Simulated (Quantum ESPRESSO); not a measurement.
Band energies of CaHBr

```xyz
6
Lattice="3.8223 0.0000 0.0000 0.0000 3.8223 0.0000 0.0000 0.0000 7.7737" Properties=species:S:1:pos:R:3 pbc="T T T"
H      1.9111     1.9111     0.0000
H      0.0000     0.0000     0.0000
Ca     0.0000     1.9111     1.2710
Ca     1.9111     0.0000     6.5027
Br     0.0000     1.9111     5.1984
Br     1.9111     0.0000     2.5752
```

PBEsol (Quantum ESPRESSO, PseudoDojo norm-conserving, 72 Ry, with spin-orbit coupling); path ΓXMΓZRAZ,XR,MA; energies in eV from the valence-band maximum.

| k (1/Å) | point | band 36 | band 37 | band 38 | band 39 | band 40 | band 41 | band 42 | band 43 |
|---|---|---|---|---|---|---|---|---|---|
| 0.00 | Γ | -0.36 | 3.84 | 3.84 | 4.41 | 4.41 | 5.18 | 5.18 | 5.20 |
| 0.62 |  | -0.37 | 4.11 | 4.11 | 4.47 | 4.47 | 4.91 | 4.91 | 5.27 |
| 0.82 | X | -0.35 | 4.27 | 4.27 | 4.27 | 4.27 | 5.24 | 5.24 | 5.24 |
| 1.23 |  | -0.78 | 4.32 | 4.32 | 4.32 | 4.32 | 5.78 | 5.78 | 5.81 |
| 1.64 | M | -1.22 | 3.80 | 3.80 | 3.80 | 3.80 | 6.73 | 6.73 | 6.73 |
| 1.84 |  | -1.07 | 3.96 | 3.96 | 4.01 | 4.01 | 6.34 | 6.34 | 6.67 |
| 2.42 |  | -0.46 | 4.30 | 4.30 | 4.68 | 4.68 | 4.81 | 4.81 | 5.18 |
| 2.81 | Γ | -0.36 | 3.84 | 3.84 | 4.41 | 4.41 | 5.18 | 5.18 | 5.20 |
| 3.01 |  | -0.36 | 3.77 | 3.77 | 4.44 | 4.44 | 5.14 | 5.14 | 5.18 |
| 3.21 | Z | 0.00 | 3.70 | 3.70 | 4.23 | 4.23 | 5.17 | 5.17 | 5.18 |
| 3.54 |  | -0.18 | 4.29 | 4.29 | 4.61 | 4.61 | 4.95 | 4.95 | 4.96 |
| 4.03 | R | -0.97 | 4.72 | 4.72 | 4.72 | 4.72 | 5.42 | 5.42 | 5.42 |
| 4.53 |  | -1.00 | 4.84 | 4.84 | 4.86 | 4.86 | 5.49 | 5.49 | 5.51 |
| 4.85 | A | -1.14 | 4.74 | 4.74 | 4.74 | 4.74 | 5.56 | 5.56 | 5.56 |
| 5.00 |  | -1.09 | 4.69 | 4.69 | 4.82 | 4.82 | 5.57 | 5.57 | 5.62 |
| 5.44 |  | -0.53 | 4.48 | 4.48 | 5.22 | 5.22 | 5.31 | 5.31 | 5.52 |
| 5.87 |  | -0.03 | 3.85 | 3.85 | 4.41 | 4.41 | 4.96 | 4.96 | 5.13 |
| 6.02 | Z | 0.00 | 3.70 | 3.70 | 4.23 | 4.23 | 5.17 | 5.17 | 5.18 |
| 6.02 | X | -0.35 | 4.27 | 4.27 | 4.27 | 4.27 | 5.24 | 5.24 | 5.24 |
| 6.22 |  | -0.61 | 4.50 | 4.50 | 4.50 | 4.50 | 5.32 | 5.32 | 5.32 |
| 6.42 | R | -0.97 | 4.72 | 4.72 | 4.72 | 4.72 | 5.42 | 5.42 | 5.42 |
| 6.42 | M | -1.22 | 3.80 | 3.80 | 3.80 | 3.80 | 6.73 | 6.73 | 6.73 |
| 6.82 | A | -1.14 | 4.74 | 4.74 | 4.74 | 4.74 | 5.56 | 5.56 | 5.56 |

The PBEsol gap is direct, 3.70 eV at Z.

Geometry relaxed with PBE+D3(BJ).
